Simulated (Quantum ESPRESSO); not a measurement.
# One change at a time to AuMg4Mo3

All numbers below are calculated, not measured. They come from Quantum ESPRESSO 7.5, a public plane-wave density functional program. Each row is one single-point run on a made-up periodic cell of eight metal atoms, with elements, volume, strain and displacements drawn at random and not relaxed, so a cell may be unstable or far from any real phase. There is no spin polarisation or spin-orbit coupling.

Settings: PBE unless stated; PseudoDojo standard norm-conserving files; Fermi-Dirac width 0.25 eV, which means electrons at about 2900 K; cutoff 1143 eV; 5 x 5 x 4 k mesh shifted half a step off Gamma. E is the free energy of the whole cell (internal energy minus TS), so a -TS column is already part of it. Stress is positive in tension, and the pressure P is minus a third of its trace.

Checks: one run of this series was repeated at a higher cutoff and on a denser mesh, which moved values by no more than 0.005 eV, 0.02 GPa and 0.007 eV/Å, and a second program with other atomic files agreed on it to 2 % rms in force and 0.5 GPa in pressure. Known limits: the tin pseudopotential is less sure than most, with forces differing by about three percent from a second method on plain tin; heavy elements are run without spin-orbit coupling, which real alloys of them have; a spin test at this wide smearing found no moment, but such smearing suppresses magnetism that the real alloy may have.

The lattice is hexagonal close-packed, and the cell vectors in Å are (4.400, -2.540, 0.000); (-2.933, 0.000, -4.858); (2.933, 5.080, 0.000), a volume of 144.78 Å³ in run 1. The elements on sites 1 to 8 are Mg Mo Mg Mg Mo Mo Au Mg. Each later run makes one change to run 1 and keeps the rest. E is counted from run 1, and is n/a where other atomic files have another zero of energy.

| run | change | V (Å³) | P (GPa) | -TS (eV) | rms force (eV/Å) | largest change of a force component (eV/Å) | E (eV) |
|---|---|---|---|---|---|---|---|
| 1 | none | 144.78 | -3.49 | -1.358 | 0.378 | 0.000 | 0.000 |
| 2 | sites 1 and 5 exchanged | 144.78 | -3.31 | -1.367 | 0.440 | 0.638 | 0.063 |
| 3 | all lengths scaled by +0.55 % | 147.18 | -4.96 | -1.385 | 0.373 | 0.021 | 0.063 |
| 4 | PBEsol in place of PBE | 144.78 | -6.94 | -1.361 | 0.395 | 0.080 | n/a |
| 5 | Sn on site 1 | 144.78 | -1.85 | -1.175 | 0.444 | 0.274 | n/a |
| 6 | site 7 moved by +0.15 Å along z | 144.78 | -3.14 | -1.360 | 0.416 | 0.701 | ? |

## Worked estimate

Along the move dE = -F dx. The force on site 7 along z is -0.034 eV/Å in run 1 and -0.735 eV/Å in run 6, and the move is +0.15 Å, so the mean force times the move gives an estimate.

## Withheld value

Question: what E should run 6 give?

The estimate is 0.058 eV. The calculation gave 0.056 eV.
